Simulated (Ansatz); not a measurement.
# Ta (P6_3/mmc), an elastic constant from a strain scan

All numbers below come from DFT r2SCAN, scalar-relativistic, plane waves, PAW (Ansatz 0.2.0). Settings: plane waves to 500 eV, k-mesh 24×24×12 (Γ-centred), Gaussian smearing 0.15 eV. Spin–orbit coupling is left out, which can shift energies with elements as heavy as these. No spin polarisation. Energies are free energies at this smearing, counted from the undisturbed cell; pressure is positive in compression.

The undisturbed cell (relaxed at this level; with this scan's settings it stands at 0.1 GPa; this form isn't the usual structure):

```
Ta
1.0
     2.88799    0.00000    0.00000
    -1.44399    2.50107    0.00000
     0.00000    0.00000    5.11811
Ta
2
Direct
  0.66667 0.33333 0.75000
  0.33333 0.66667 0.25000
```

The cell is strained by ε times the Voigt pattern (0, 1, 0, 0, 0, 0) (xx, yy, zz, yz, xz, xy; engineering shear) with fractional coordinates fixed. The cell holds 2 atoms in V0 = 36.97 Å³. The stress column is τ = (1/V0) dE/dε, got from the stress tensor σ (compression positive) at each point as −det(1 + εP) σ : P(1 + εP)⁻¹, with P the pattern as a tensor.

| ε | ΔE (meV/atom) | τ (GPa) |
| --- | --- | --- |
| -0.0400 | ? | ? |
| -0.0200 | 7.046 | -6.119 |
| 0.0000 | 0.000 | -0.110 |
| 0.0100 | 1.448 | 2.587 |
| 0.0300 | 13.004 | 7.256 |

Task: Which combination of elastic constants does this scan measure, and how large is it?

Result: For small ε, τ = τ0 + Kε with K = pᵀCp, which for this pattern is C22 in the Cartesian frame shown. The parabola through τ at ε = -0.0200, 0 and 0.0100 has slope K = 280 GPa at zero. The energies per cell, E = NΔE, of the same two points give K = 2[E(ε₊)/ε₊ − E(ε₋)/ε₋]/[(ε₊ − ε₋)V0] = 287 GPa, in agreement. These are clamped-ion values.

Task: Predict the withheld row at ε = -0.0400 from the harmonic law, and compare.

Result: ΔE = V0(τ0 ε + Kε²/2)/N = 26.351 meV/atom and τ = -11.31 GPa. The calculation gives 28.587 meV/atom and -12.53 GPa: the energy lies 8 % above the harmonic value, as bonds stiffen under compression.

Forces appear on the atoms along this scan, and letting them relax would lower the energy and soften the response. In a metal these slopes depend on the k mesh and the smearing.

Cost: 5 runs of about 7.8 core-minutes in all, on Intel Xeon Processor @ 2.50GHz (Skylake/Cascade Lake) (shared hosts).